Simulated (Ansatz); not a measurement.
Here is the system:

La:
```
La
1.0
    3.58435     0.00000     0.00000
   -1.79218     3.10414     0.00000
    0.00000     0.00000    11.56087
La
4
Direct
  0.00000   0.00000   0.00000
  0.00000   0.00000   0.50000
  0.33333   0.66667   0.25000
  0.66667   0.33333   0.75000
```

This is the LDA-relaxed structure. x, y and z are the axes in which the lattice vectors are written.

**Question.** All from the program Ansatz at the LDA level (PAW), unless another level is named. Predict the highest zone-centre frequency.

**Answer.** 84 cm⁻¹.

**Question.** Next, the Debye temperature from the elastic constants?

**Answer.** 174 K.

**Question.** What about the elastic constants (relaxed ions, GPa)?

**Answer.** C11 = 60.6, C12 = 18.4, C13 = 10.0, C33 = 67.5, C44 = 16.4.

Space group P6_3/mmc (dhcp (α-La type)). Symmetry was held in the LDA relaxation. As this level gives no gap, shear constants depend on the k-mesh and smearing (Fermi–Dirac, 0.1 eV here). As this level gives no gap, phonon frequencies hold no LO–TO term and depend on the k-mesh and smearing (Fermi–Dirac, 0.1 eV here). Scalar-relativistic: spin–orbit coupling is off unless named, which matters more the heavier the elements.

Potentials: the earlier of the program's two PAW sets. The files were generated under PBE; for other functionals the program regenerates the frozen cores, and for LDA and PBEsol the local potential too.
